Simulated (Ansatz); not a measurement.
A crystal relaxed with r2SCAN in the plane-wave code Ansatz has space group Imm2 (No. 44) and a = 3.141 Å, b = 9.373 Å, c = 4.409 Å.

| atom | site | x | y | z |
| --- | --- | --- | --- | --- |
| Xx | 2a | 0.0000 | 0.0000 | 0.9871 |
| B | 2b | 0.5000 | 0.0000 | 0.1884 |
| As | 4d | 0.0000 | 0.3366 | 0.0007 |
| B | 4d | 0.5000 | 0.3617 | 0.2865 |

The r2SCAN gap is indirect, 0.35 eV (Γ to G₀–X (0.28 of the way from G₀)), below the direct gap of 0.92 eV at X. With HSE06 the valence top lies at Γ and the conduction bottom at G₀–X (0.28 of the way from G₀), 0.90 eV higher; the smallest vertical gap, at X, is 1.44 eV. With PBE the valence top lies at Γ and the conduction bottom at G₀–X (0.30 of the way from G₀), 0.19 eV higher; the smallest vertical gap, at X, is 0.68 eV. Meshes: r2SCAN 10×10×10, HSE06 6×6×6, PBE 10×10×10.

Q: Which element is Xx?
A. N
B. Bi
C. P
D. Sb

A: A. Xx is N: B₃As₂N as one 6-atom ordering (Imm2) on the zincblende lattice. Around N lie 4 B at 1.57–1.80 Å; around B lie 2 N at 1.80 Å and 2 As at 2.06 Å; around As lie 4 B at 2.03–2.08 Å; around B lie 1 N at 1.57 Å and 3 As at 2.03–2.08 Å.

These are computed values for a spin-unpolarised cell that may be hypothetical; none is a measurement.

Spin-orbit coupling is left out.

Where an edge lies off the special points, it is a point of the mesh or the k point where a search put PBE's edge or least direct gap, reused for the other functionals, whose own edges may lie a little apart.
